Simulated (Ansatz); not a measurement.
Ansatz (a quantum-chemistry and plane-wave program) input:

Ansatz 0.2 input:
```yaml
crystal:
  lattice:
    - [0.0, 2.716905134, 2.716905134]
    - [2.716905134, 0.0, 2.716905134]
    - [2.716905134, 2.716905134, 0.0]
  atoms:
    - { symbol: Al, position: [0.0, 0.0, 0.0] }
    - { symbol: P, position: [0.25, 0.25, 0.25] }
kpoints:
  mp_grid: { grid: [9, 9, 9] }
hamiltonian:
  xc: lda
  pseudopotentials: { azcp: { folder: ./paw }, kind: paw }
scf:
  occupations: { method: fixed }
elastic: { mode: relaxed_ion, stencil: two_point, amplitude: 0.005, f_tol: 0.0005 }
output: { polarization: {} }
```

Output (shortened):

```
Pseudopotential: Al, paw, valence charge 3
Pseudopotential: P, paw, valence charge 5
Functional definition: SPW92
Crystal: 2 atoms, lattice volume = 40.110 Å³
Basis set: ecut = 420 eV, 749 PW (Γ)
Bands: 8, of which v1, the nominal top of the filled ones, is band 4 counted from 1 (3 counted from 0)
Symmetry: 24 space group operations
Space group: F-43m (ITA 216), of the structure as read, at distance tolerance 3.4e-5 Å
k-points: 35 of 729 (time reversal used)
SCF 1 converged in 9 iterations: F = -1240.040858 eV  dr2 = 6.18e-15
Crystal: 2 atoms, lattice volume = 39.910 Å³
Symmetry: 8 space group operations
k-points: 75 of 729 (time reversal used)
SCF 2 converged in 8 iterations: F = -1240.040441 eV  dr2 = 5.28e-16
Crystal: 2 atoms, lattice volume = 40.311 Å³
Basis set: ecut = 420 eV, 757 PW (Γ)
SCF 3 converged in 7 iterations: F = -1240.040447 eV  dr2 = 5.05e-14
Crystal: 2 atoms, lattice volume = 40.110 Å³
Symmetry: 4 space group operations
k-points: 125 of 729 (time reversal used)
SCF 4 converged in 8 iterations: F = -1240.040576 eV  dr2 = 1.99e-14
relax step   1: F+E_penalty+E_count = -1240.04057581 eV  Δ(F+E_penalty+E_count) = +0.000e0 eV  max|allowed force component| = 4.310e-2 eV/Å  Δτ_max = 0.0000 Å  (8 SCF iters, accepted)
Crystal: 2 atoms, lattice volume = 40.110 Å³
SCF 5 converged in 8 iterations: F = -1240.040651 eV  dr2 = 1.55e-16
relax step   2: F+E_penalty+E_count = -1240.04065116 eV  Δ(F+E_penalty+E_count) = -7.535e-5 eV  max|allowed force component| = 1.757e-2 eV/Å  Δτ_max = 0.0012 Å  (8 SCF iters, accepted)
Crystal: 2 atoms, lattice volume = 40.110 Å³
SCF 6 converged in 7 iterations: F = -1240.040666 eV  dr2 = 2.24e-14
relax step   3: F+E_penalty+E_count = -1240.04066619 eV  Δ(F+E_penalty+E_count) = -1.503e-5 eV  max|allowed force component| = 8.445e-7 eV/Å  Δτ_max = 0.0009 Å  (7 SCF iters, accepted)
Crystal: 2 atoms, lattice volume = 40.110 Å³
SCF 7 converged in 2 iterations: F = -1240.040666 eV  dr2 = 4.83e-16
Crystal: 2 atoms, lattice volume = 40.110 Å³
SCF 8 converged in 8 iterations: F = -1240.040576 eV  dr2 = 2.24e-14
relax step   1: F+E_penalty+E_count = -1240.04057581 eV  Δ(F+E_penalty+E_count) = +0.000e0 eV  max|allowed force component| = 4.310e-2 eV/Å  Δτ_max = 0.0000 Å  (8 SCF iters, accepted)
Crystal: 2 atoms, lattice volume = 40.110 Å³
SCF 9 converged in 8 iterations: F = -1240.040651 eV  dr2 = 2.52e-16
relax step   2: F+E_penalty+E_count = -1240.04065116 eV  Δ(F+E_penalty+E_count) = -7.535e-5 eV  max|allowed force component| = 1.757e-2 eV/Å  Δτ_max = 0.0012 Å  (8 SCF iters, accepted)
Crystal: 2 atoms, lattice volume = 40.110 Å³
SCF 10 converged in 7 iterations: F = -1240.040666 eV  dr2 = 3.11e-14
relax step   3: F+E_penalty+E_count = -1240.04066619 eV  Δ(F+E_penalty+E_count) = -1.503e-5 eV  max|allowed force component| = 8.450e-7 eV/Å  Δτ_max = 0.0009 Å  (7 SCF iters, accepted)
Crystal: 2 atoms, lattice volume = 40.110 Å³
SCF 11 converged in 2 iterations: F = -1240.040666 eV  dr2 = 5.89e-16
SCF converged after 9 iterations
Free energy (F): -1240.040858 eV
Harris-Foulkes:  -1240.040858 eV  (|F-HF|=4.55e-13)
Internal energy: -1240.040858 eV  (E = F + TS)
E sigma→0 (E₀):  -1240.040858 eV
Fermi energy:    4.992721 eV
--- Per-component energies (eV) ---
  E_band       = 3.986433
  E_kinetic    = 92.573382
  E_local      = -78.911392  (includes V_loc(G=0)·N_el)
  E_nonlocal   = 44.636202
  E_hartree    = 24.616206
  E_xc         = -110.042682
  E_vxc        = -91.314293  (∫ρ·V_xc dr)
  E_paw        = -974.659848  (= ΣΔE_a)
  E_vpaw       = -12.229875  (= ΣTr[D̂ρ^β])
  E_aug_tail   = -0.000004  (compensation charges beyond the density's cutoff)
  E_ewald      = -238.425790
  E_core_change = 0.173068  (= ΣΔE_core)
  E_smearing   =  0.000000  (= −TS)
  E_closure    = 0.000000  (closes the sum)
  Σ components = -1240.040858   (vs F -1240.040858, Δ=0.00e0)
--- Forces (eV/Å), atoms counted from 1 ---
  atom   1  Al     0.00000000     0.00000000     0.00000000
  atom   2  P      0.00000000     0.00000000     0.00000000
  max |Σ_I F_I| component: 2.78e-17 eV/Å
--- Stress (GPa, compression-positive) ---
        0.002602       0.000000       0.000000
        0.000000       0.002602       0.000000
        0.000000       0.000000       0.002602
  P = ⅓ Tr σ = 0.0026 GPa (0.026 kbar)
--- Band table (eV; the first three rows and the last of 35) ---
  k-point 0: bands = ["-6.5967", "4.9927", "4.9927", "4.9927", "8.2188", "9.4875", "9.4875", "9.4875"]
  k-point 1: bands = ["-6.4574", "3.9514", "4.8702", "4.8702", "8.6329", "9.7226", "9.7226", "9.8641"]
  k-point 2: bands = ["-6.0581", "2.1912", "4.6091", "4.6091", "8.3365", "10.0588", "10.0588", "11.4446"]
  k-point 34: bands = ["-4.2048", "0.0118", "1.6862", "2.3822", "9.0532", "10.3876", "10.8066", "12.4178"]
--- Elastic constants: 2 strain directions × 2 members + reference (group order 24) ---
  dense FFT box of the reference and of every strained cell: 27×27×27
  strains applied: 11, 23; error gains: componentwise 1.00 (the most a stress slope's error grows in a printed constant), spectral 1.73 (1 for all six strains …
  C = ∂σ_k/∂η_j (tension-positive GPa; Voigt order 11 22 33 23 13 12):
       132.486     68.817     68.817      0.000      0.000      0.000
        68.817    132.486     68.817      0.000      0.000      0.000
        68.817     68.817    132.486      0.000      0.000      0.000
         0.000      0.000      0.000     61.533      0.000      0.000
         0.000      0.000      0.000      0.000     61.533      0.000
         0.000      0.000      0.000      0.000      0.000     61.533
  reference stress σ⁰ (GPa):     -0.003     -0.003     -0.003      0.000      0.000      0.000
  moduli (Voigt/Reuss/Hill, GPa): K = 90.04/90.04/90.04   G = 49.65/44.81/47.23   E = 120.61   ν = 0.277
  mechanically stable: yes (min eigenvalue of sym C = 61.53 GPa)
  e, the proper piezoelectric tensor (elastic.mode: relaxed_ion; C/m²; rows x y z; Voigt order 11 22 33 23 13 12):
       0.00000    0.00000    0.00000    0.04087    0.00000    0.00000
       0.00000    0.00000    0.00000    0.00000    0.04087    0.00000
       0.00000    0.00000    0.00000    0.00000    0.00000    0.04087
  ±, each entry's uncertainty from the finite density of the strings (C/m²), an estimate: the size of the correction for it that the entry includes:
       0.00000    0.00000    0.00000    0.00432    0.00000    0.00000
       0.00000    0.00000    0.00000    0.00000    0.00432    0.00000
       0.00000    0.00000    0.00000    0.00000    0.00000    0.00432
  strain η (Voigt 11):  stress-route row diagonal C_11 = 132.49 GPa, energy-path curvature d²(F+E_count+ΔE)/dδ²/Ω₀ = 132.49 GPa
         δ    σ_11 (GPa)             F (eV)   n_scf  n_hpsi   n_pw
    -5.000e-3      -0.6670       -1240.0404405       8   13926    801   relax 0 steps, max|allowed force component| 5.55e-17 eV/Å
     5.000e-3       0.6578       -1240.0404468       7   13806    802   relax 0 steps, max|allowed force component| 5.55e-17 eV/Å
  strain η (Voigt 23):  stress-route row diagonal C_44 = 61.53 GPa, energy-path curvature d²(F+E_count+ΔE)/dδ²/Ω₀ = 61.53 GPa
         δ    σ_23 (GPa)             F (eV)   n_scf  n_hpsi   n_pw
    -5.000e-3      -0.3077       -1240.0406662       2   11606    797   relax 3 steps, max|allowed force component| 8.44e-7 eV/Å
     5.000e-3       0.3077       -1240.0406662       2   11630    797   relax 3 steps, max|allowed force component| 8.45e-7 eV/Å
--- Formal polarisation (Berry phase): one branch of a lattice of values; only differences between neighbouring runs are physical ---
  axis  mesh            electronic          ionic      p = total  spread (rad)  least overlap  resolved gap  δp at fixed H ≤   (phases in cycles; p mod 1 …
  b1    9×9×9           0.00000000     1.25000000     1.25000000      0.094382         0.8788        3.2259           2.9e-6
  b2    9×9×9           0.00000000     1.25000000     1.25000000      0.094382         0.8788        3.2259           2.9e-6
  b3    9×9×9           0.00000000     1.25000000     1.25000000      0.094382         0.8788        3.2259           2.9e-6
  quantum along a1:   0.09579350 e/Å² =   153.478112 µC/cm²
  quantum along a2:   0.09579350 e/Å² =   153.478112 µC/cm²
  quantum along a3:   0.09579350 e/Å² =   153.478112 µC/cm²
  P = (  0.16934059,   0.16934059,   0.16934059) e/Å² = (  271.313534,   271.313534,   271.313534) µC/cm²  (mod the quanta)
```

Cost: roughly 27 core-seconds on shared cores.

The LDA relaxation kept the symmetry of its start.

Potentials: the earlier of the program's two PAW sets. The files were generated under PBE; for other functionals the program regenerates the frozen cores, and for LDA and PBEsol the local potential too.

Ansatz is a plane-wave DFT program.
